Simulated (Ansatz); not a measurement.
Ga3Ni2 (La2O3 or Ni2Al3 type, P-3m1), plane-wave PAW PBE (Ansatz code), all energies at zero smearing, with the estimated change up to a 700 eV cutoff added, with one set of potentials and settings (totals compare only within such a set). Cell of 5 atoms (3 Ga, 2 Ni): -23030.569 eV.

```csv
element,reference phase,E (eV/atom)
Ga,"Cmce, 4 atoms in the cell",-3783.0259
Ni,"Fm-3m, 1 atoms in the cell, spin-polarised",-5839.7295
```

Formation energy per atom, worked out: (-23030.569 − 3×(-3783.0259) − 2×(-5839.7295))/5 = -0.407 eV/atom (-39 kJ per mol of atoms), at 0 K, without zero-point energy or fitted corrections.

The first step of the workflow began from a Materials Project structure, measured or hypothetical; the Crystallography Open Database files this formula in space group No. 164, but the cells were not matched. Its standing as an ambient phase is unchecked. Symmetry was held in the PBE relaxation; its stability against distortions is not shown here. The run is not spin-polarised. The references are the lowest solids computed at this level, not always the standard phases.

Potentials: the earlier of the program's two PAW sets.
